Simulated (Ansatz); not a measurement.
Molecular dynamics on a 1×1×1 supercell (4 atoms) of GePbSe₂ (ordering on rocksalt), relaxed with r2SCAN. Forces come from PBE in the PAW code Ansatz: a Langevin thermostat at fixed volume, 100 K, steps of 3 fs. Spin polarisation is off, nuclei are classical, and the run is far too short for thermal averages. The structure comes from a prototype and may be hypothetical.

```yaml
crystal:
  lattice:
    - [2.0796469279, 1.2006847137, 6.8689716582]
    - [-2.0796469279, 1.2006847137, 6.8689716582]
    - [0.0, -2.4013694273, 6.8689716582]
  atoms:
    - { symbol: Ge, position: [1.0, 0.0, 0.0] }
    - { symbol: Pb, position: [0.5, 0.5, 0.5] }
    - { symbol: Se, position: [0.2586079005, 0.2586079005, 0.2586079005] }
    - { symbol: Se, position: [0.7413920995, 0.7413920995, 0.7413920995] }
kpoints:
  mp_grid: { grid: [4, 4, 4] }
hamiltonian:
  xc: pbe
scf:
  occupations: { method: fermi_dirac, width: 0.02 }
md:
  ensemble: nvt_langevin
  temperature: 100
  timestep: 3.0
  n_steps: 40
  initial_velocities: maxwell_boltzmann
  seed: 9818
```

Command: `ansatz run input.yaml --threads 4 --pin off --max-ram 3686MiB --backend cpu --events-out ev --progress --plain --runs-dir out`.

Q: What wall time did it need on 4 threads of Arm Neoverse V1, with other jobs on the host, and what peak of host memory did it reach?

A: About 86 s, with a peak of 0.52 GiB.

```csv
step,t (fs),T (K),free energy F from step 0 (meV/atom),kinetic energy (meV/atom),largest force (eV/Å)
0,0,75,0.0,9.7,0.03
1,3,76,0.1,9.8,0.07
2,6,70,0.3,9.0,0.09
3,9,64,0.5,8.3,0.12
4,12,85,0.7,11.0,0.15
5,15,98,0.9,12.7,0.18
6,18,87,1.2,11.3,0.21
7,21,89,1.4,11.5,0.23
8,24,115,1.5,14.9,0.26
9,27,104,1.5,13.4,0.28
10,30,102,1.6,13.2,0.29
11,33,73,1.6,9.4,0.31
12,36,77,1.6,9.9,0.33
13,39,63,1.5,8.2,0.34
14,42,83,1.3,10.8,0.35
15,45,81,1.1,10.5,0.35
16,48,80,0.9,10.3,0.36
17,51,78,0.8,10.0,0.37
18,54,80,0.6,10.4,0.37
19,57,94,0.3,12.2,0.37
20,60,108,-0.1,14.0,0.37
21,63,109,-0.5,14.1,0.36
22,66,107,-0.8,13.9,0.35
23,69,131,-1.0,16.9,0.34
24,72,106,-1.3,13.7,0.32
25,75,109,-1.5,14.1,0.31
26,78,105,-1.5,13.6,0.30
27,81,94,-1.4,12.2,0.29
28,84,106,-1.3,13.7,0.29
29,87,100,-1.4,13.0,0.27
30,90,103,-1.5,13.3,0.26
31,93,126,-1.6,16.3,0.26
32,96,105,-1.6,13.6,0.26
33,99,87,-1.7,11.3,0.26
34,102,82,-1.9,10.6,0.25
35,105,62,-2.2,8.0,0.25
36,108,66,-2.4,8.6,0.24
37,111,62,-2.5,8.0,0.24
38,114,88,-2.8,11.4,0.24
39,117,98,-3.1,12.6,0.24
40,120,89,-3.3,11.5,0.24
```

The temperature starts at 75 K, is lowest at step 35 (62 K, 105 fs) and ends at 89 K. The free energy ends below that of the starting lattice, which is therefore no minimum: the cell is distorting and heats up. The first value is 3/4 of the setting, since velocities are drawn without the motion of the centre of mass and T is counted over all atoms. By the last step the atoms have moved 0.12 Å in the root mean square, the drift of the whole cell taken out, 0.15 Å at most.

Positions (Å) and forces (eV/Å) at step 40:
```
Ge   2.033   1.137   6.749    -0.006   0.003   0.239
Pb  -0.012  -0.046  10.240     0.114  -0.015  -0.173
Se   0.120  -0.040   5.388    -0.046  -0.007   0.054
Se   0.141  -0.043  15.371    -0.062   0.019  -0.120
```
